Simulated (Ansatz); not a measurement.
Space group Cmcm (No. 63). a = 3.688 Å, b = 9.950 Å, c = 3.979 Å, α = 90.00°, β = 90.00°, γ = 90.00°
| atom | site | symmetry | x | y | z |
| --- | --- | --- | --- | --- | --- |
| Ni | 4c | m2m | 0.5000 | 0.9238 | 0.2500 |
| Bi | 4c | m2m | 0.5000 | 0.6402 | 0.2500 |

Equation of state of this NiBi structure (not necessarily the ground state), with shape and atoms relaxed at each volume where symmetry leaves them free. It has no gap at any of these volumes. Level of theory: Ansatz, DFT PBEsol, scalar-relativistic, plane waves, PAW.

Cutoff 420 eV; k points 12×12×10 on the computed 4-atom cell (Γ-centred); Gaussian smearing, width 0.10 eV; no spin polarisation.

```json
{"V (Å³/atom)": "16.062", "E − E(largest V) (meV/atom)": "62.98", "P (GPa)": "18.57"}
{"V (Å³/atom)": "16.610", "E − E(largest V) (meV/atom)": "10.16", "P (GPa)": "12.58"}
{"V (Å³/atom)": "17.158", "E − E(largest V) (meV/atom)": "-23.92", "P (GPa)": "7.58"}
{"V (Å³/atom)": "17.705", "E − E(largest V) (meV/atom)": "-42.40", "P (GPa)": "3.44"}
{"V (Å³/atom)": "18.253", "E − E(largest V) (meV/atom)": "-47.95", "P (GPa)": "0.00"}
{"V (Å³/atom)": "18.800", "E − E(largest V) (meV/atom)": "-42.82", "P (GPa)": "-2.83"}
{"V (Å³/atom)": "19.348", "E − E(largest V) (meV/atom)": "-28.96", "P (GPa)": "-5.13"}
{"V (Å³/atom)": "20.078", "E − E(largest V) (meV/atom)": "0.00", "P (GPa)": "-7.39"}
```

Problem. Fit a third-order Birch–Murnaghan equation to E(V).

Solution. V0 = 18.25 Å³/atom, B0 = 103 GPa, B0' = 5.5.

Spin-orbit coupling is left out, which matters for the bands of heavy elements.

Cost: 8 runs of about 31 core-minutes in all, on Arm Neoverse V1 (shared hosts).